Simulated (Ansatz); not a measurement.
Relaxed Zr (hcp, Mg type):

```xyz
2
Lattice="3.1842 0.0000 0.0000 -1.5921 2.7576 0.0000 0.0000 0.0000 5.1167" Properties=species:S:1:pos:R:3 pbc="T T T"
Zr     0.0000     1.8384     3.8375
Zr     1.5921     0.9192     1.2792
```

Scan: atom 1 (Zr, nearest neighbour Zr at 3.150 Å; its periodic images, 3.2 Å or more away, move with it) is displaced along Cartesian [110], direction (0.707, 0.707, 0.000) in Cartesian axes, by s. The other atoms stay.

Method: PBEsol (plane waves to 420 eV, PAW, scalar-relativistic; Ansatz, an electronic-structure program). k mesh 14×14×8 (Γ-centred), Fermi-Dirac smearing 0.05 eV. The energy includes the smearing's −TS. With partly filled bands, energies and forces of such displacements shift with the k mesh and the smearing. Zr is run without spin polarisation. Zr was relaxed with its symmetry unable to fall. The zero of ΔE is the undisplaced structure. The last digit holds for this mesh only.

| s (Å) | ΔE (meV/cell) |
|---|---|
| -0.320 | 35.65 |
| -0.256 | 23.42 |
| -0.192 | withheld |
| -0.128 | 5.64 |
| -0.064 | 1.35 |
| 0.000 | 0.00 |
| 0.064 | 1.33 |
| 0.128 | 5.52 |
| 0.192 | 12.73 |
| 0.256 | 22.36 |
| 0.320 | 33.65 |

Question: Fit a polynomial form (powers 2, 3, 4) to the given rows and predict ΔE at s = -0.192.

Answer: Least squares on the 10 given rows: ΔE = (359.5)·s² + (-30.82)·s³ + (-199.8)·s⁴, in meV/cell with s in Å; root-mean-square residual 0.157 meV/cell. At -0.192 the fit gives 13.20 meV/cell; the calculation gives 13.15 meV/cell, so the interpolation is off by 0.05 (+0.4 %). The quadratic term alone would give 13.25 meV/cell.

(For displaced atoms, the force is minus the slope of the energy, and its curvature is a force constant, which sets phonon frequencies.)
